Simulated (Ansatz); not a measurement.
**Fe3N (P6_322): electronic heat capacity from the density of states**

Method: Ansatz 0.2.0, DFT PBEsol, scalar-relativistic, plane waves, PAW.

Cutoff 420 eV; k points 12×12×8 on the computed 8-atom cell (Γ-centred); Gaussian smearing, width 0.10 eV; collinear spin from starting moments 1.98 1.98 1.98 1.98 1.98 1.98 0 0 μB.

Relaxed cell: P6_322, a = 4.566 Å, b = 4.566 Å, c = 4.259 Å, α = 90.00°, β = 90.00°, γ = 120.00°, 8 atoms in the primitive cell. Whether it is the stable form of this composition wasn't checked.

The density of states at the Fermi level is 6.576 states/eV in the cell of 8 atoms (2 formula units; both spins, tetrahedra on a 18×18×12 mesh). The run ends with a moment of 11.50 μB a cell (largest on a site 1.80 μB), and the figure is for this state; a paramagnetic sample can have a quite different one. Another magnetic order, if the compound takes it, can change N(E_F) and the shape of the cell a good deal, and may open a gap, where γ is close to zero.

What Sommerfeld coefficient does this give?

Per formula unit N(E_F) = 3.288 states/eV. γ = (π²/3) k_B² N(E_F) N_A = 2.357 mJ/(mol K²) per state/eV, so γ = 7.8 mJ/(mol K²), a mole of formula units. This is the bare band result: a measured γ of the same phase and magnetic order is as a rule larger by a factor 1 + λ from phonons and spin fluctuations. N(E_F) at one energy is sensitive to the mesh where the density of states has sharp peaks.

Moments started parallel, and an antiferromagnetic order may lie lower.

Only this magnetic start was tried.

Cost: 1 run of about 9 core-minutes, on Intel Xeon Platinum 8259CL (Skylake/Cascade Lake) (shared hosts).